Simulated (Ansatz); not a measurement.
BaZrO₃:
```cif
data_BaO3Zr
_chemical_formula_sum 'O3 Ba1 Zr1'
_space_group_name_H-M_alt 'Pm-3m'
_space_group_IT_number 221
_space_group_name_Hall '-P 4 2 3'
_cell_length_a 4.20497
_cell_length_b 4.20497
_cell_length_c 4.20497
_cell_angle_alpha 90.000
_cell_angle_beta 90.000
_cell_angle_gamma 90.000
loop_
_atom_site_label
_atom_site_type_symbol
_atom_site_symmetry_multiplicity
_atom_site_Wyckoff_symbol
_atom_site_fract_x
_atom_site_fract_y
_atom_site_fract_z
_atom_site_occupancy
O1 O 3 c 0.00000 0.50000 0.50000 1
Ba1 Ba 1 a 0.00000 0.00000 0.00000 1
Zr1 Zr 1 b 0.50000 0.50000 0.50000 1
```

Relaxed with r²SCAN.

Problem. Tabulate the valence density and the electron localisation function along the shortest O–Zr contact (2.10 Å), DFT-r²SCAN in the program Ansatz with PAW potentials.

Solution. 

| distance from O (Å) | density (e/Å³) | ELF |
|---|---|---|
| 0.21 | 6.81 | 0.45 |
| 0.32 | 5.72 | 0.64 |
| 0.42 | 4.30 | 0.77 |
| 0.53 | 2.90 | 0.82 |
| 0.63 | 1.85 | 0.82 |
| 0.74 | 1.21 | 0.74 |
| 0.84 | 0.85 | 0.53 |
| 0.95 | 0.67 | 0.27 |
| 1.05 | 0.66 | 0.20 |
| 1.16 | 0.85 | 0.30 |
| 1.26 | 1.29 | 0.55 |
| 1.37 | 1.99 | 0.75 |
| 1.47 | 2.85 | 0.81 |
| 1.58 | 3.66 | 0.79 |
| 1.68 | 4.12 | 0.70 |
| 1.79 | 4.02 | 0.47 |
| 1.89 | 3.46 | 0.21 |

The density is the valence pseudo-density with augmentation charge, so density and ELF within about 1 Å of a nucleus are not all-electron values.

The cell was relaxed with r²SCAN under the symmetry of its start; phonons on a q-mesh show weakly imaginary modes. The run is not spin-polarised. Scalar-relativistic: spin–orbit coupling is off unless named, which matters more the heavier the elements.

Potentials: the later of the program's two PAW sets.
